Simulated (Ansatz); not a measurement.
input.yaml

```yaml
crystal:
  lattice:
    - [3.2336261668, 0.0, 0.0]
    - [-1.6168130834, 2.8004024068, 0.0]
    - [0.0, 0.0, 5.1674939366]
  atoms:
    - { symbol: Zr, position: [0.3333333333, 0.6666666667, 0.25] }
    - { symbol: Zr, position: [0.6666666667, 0.3333333333, 0.75] }
basis:
  ecutwfc: 420
kpoints:
  mp_grid: { grid: [18, 18, 8] }
hamiltonian:
  xc: pbesol
scf:
  occupations: { method: gaussian, width: 0.1 }
output:
  forces: true
  stress: true
  eigenvalues: true
  write_density: true
  write_potential: true
  elf: true
  volumetric_format: npy
relax:
  adjacent_minimum: "off"
  f_tol: 0.005
  max_steps: 50
  cell: { stress_tol: 0.05 }
```

Run as
```bash
ansatz run input.yaml --threads 1 --pin off --max-ram 2560MiB --backend cpu --events-out ev --progress --plain --runs-dir out
```

Method: DFT PBEsol, scalar-relativistic, plane waves, PAW (Ansatz 0.2.0).

From the run's log, abridged (final results; tables in files aren't shown):

```
SCF 6 converged in 8 iterations: F = -8257.275981 eV  dr2 = 2.16e-19
SCF converged after 8 iterations
Free energy (F): -8257.275981 eV
Harris-Foulkes:  -8257.275981 eV  (|F-HF|=0.00e0)
Internal energy: -8257.265025 eV  (E = F + TS)
E sigma→0 (E₀):  -8257.270503 eV
Entropy (-TS):   -0.010956 eV (-5.478 meV/atom)
Fermi energy:    14.461085 eV
--- Per-component energies (eV) ---
  E_band       = -180.698963
  E_kinetic    = 666.827193
  E_local      = -1222.973944  (includes V_loc(G=0)·N_el)
  E_nonlocal   = 164.739003
  E_hartree    = 377.630144
  E_xc         = -320.949969
  E_vxc        = -380.736779  (∫ρ·V_xc dr)
  E_paw        = -5800.612331  (= ΣΔE_a)
  E_vpaw       = -163.814772  (= ΣTr[D̂ρ^β])
  E_aug_tail   = 0.000048  (compensation charges beyond the density's cutoff)
  E_ewald      = -2122.256610
  E_core_change = 0.331441  (= ΣΔE_core)
  E_smearing   = -0.010956  (= −TS)
--- Forces (eV/Å), atoms counted from 1 ---
  atom   1  Zr     0.00000000     0.00000000     0.00000000
  atom   2  Zr     0.00000000     0.00000000     0.00000000
--- Stress (GPa, compression-positive) ---
       -0.003287       0.000000       0.000000
        0.000000      -0.003287       0.000000
        0.000000       0.000000       0.004606
  P = ⅓ Tr σ = -0.0007 GPa (-0.007 kbar)
--- Band table (eV; the first three rows and the last of 185) ---
  k-point 0: bands = ["-34.1990", "-34.0226", "-12.8159", "-11.8350", "-11.8350", "-11.6919", "-11.6818", "-11.6818", "8.7307", "11.3178", "15.3316", "15.3316", "15.4170", "15.7242", "16.0436", "16.0436"]
  k-point 1: bands = ["-34.1924", "-34.0295", "-12.7760", "-11.8293", "-11.8293", "-11.7381", "-11.6877", "-11.6877", "8.8660", "11.3141", "15.2640", "15.2640", "15.3134", "15.4703", "15.9436", "15.9436"]
  k-point 2: bands = ["-34.1736", "-34.0489", "-12.6614", "-11.8678", "-11.8128", "-11.8128", "-11.7044", "-11.7044", "9.2525", "11.2510", "14.9299", "15.0406", "15.1654", "15.1654", "15.7065", "15.7065"]
  k-point 184: bands = ["-33.9963", "-33.9963", "-12.5598", "-12.5598", "-12.3096", "-12.3096", "-11.8719", "-11.8719", "12.9413", "12.9413", "13.1447", "13.1447", "14.4737", "14.4737", "16.5288", "16.5288"]
--- Relaxed structure (5 steps of the walk, 4 accepted, 1 SCFs on fresh bases) ---
  F+E_penalty+E_count = -8257.27598103 eV   max|allowed force component| = 9.714e-17 eV/Å   (the final SCF, on the basis selected at the relaxed cell)
  cell:  # Å, volume = 44.9346 Å³
    - [3.18592854, 0.0, 0.0]
    - [-1.59296427, 2.75909505, 0.0]
    - [0.0, 0.0, 5.11184692]
  atoms:
    - { symbol: Zr, position: [0.33333333, 0.66666666, 0.25] }
    - { symbol: Zr, position: [0.66666666, 0.33333333, 0.75000000] }
```

The relaxation met its thresholds.

Time: 39 s on 1 thread of Arm Neoverse V2 (shared host), peak memory 0.41 GiB.